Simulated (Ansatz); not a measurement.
A geometry of Mg(AlC)$_{2}$ away from equilibrium: step 3 of the relaxation of a relaxed Mg(AlC)2 cell stretched uniformly to 130 % of its volume. Method: r2SCAN (plane waves to 500 eV, PAW, scalar-relativistic; Ansatz, an electronic-structure program). Γ-centred k-mesh 7×7×4 on the run's cell (coarser than for final values), Fermi–Dirac smearing 0.05 eV. The plane waves were selected for a different cell earlier on the path.

```
CELL_PARAMETERS angstrom
      3.34697     0.00000     0.00000
     -1.67349     2.89856     0.00000
      0.00000     0.00000     5.72565
ATOMIC_POSITIONS crystal
  Mg 0.00000 0.00000 0.00000
  Al 0.66667 0.33333 0.34942
  Al 0.33333 0.66667 0.65058
  C  0.33333 0.66667 0.27226
  C  0.66667 0.33333 0.72774
```

Q: Give the Cartesian forces on all atoms (eV/Å).

A: 
```json
[
 {"atom": "Mg1", "Fx": "0.00", "Fy": "0.00", "Fz": "0.00"},
 {"atom": "Al2", "Fx": "0.00", "Fy": "0.00", "Fz": "0.15"},
 {"atom": "Al3", "Fx": "0.00", "Fy": "0.00", "Fz": "-0.15"},
 {"atom": "C4", "Fx": "0.00", "Fy": "0.00", "Fz": "-0.32"},
 {"atom": "C5", "Fx": "0.00", "Fy": "0.00", "Fz": "0.32"}
]
```

The path ends in P-3m1 (No. 164). No spin polarisation in the result.

The run could not lose the symmetry of its start.

The cell that was disturbed is our relaxation of an entry of Materials Project.
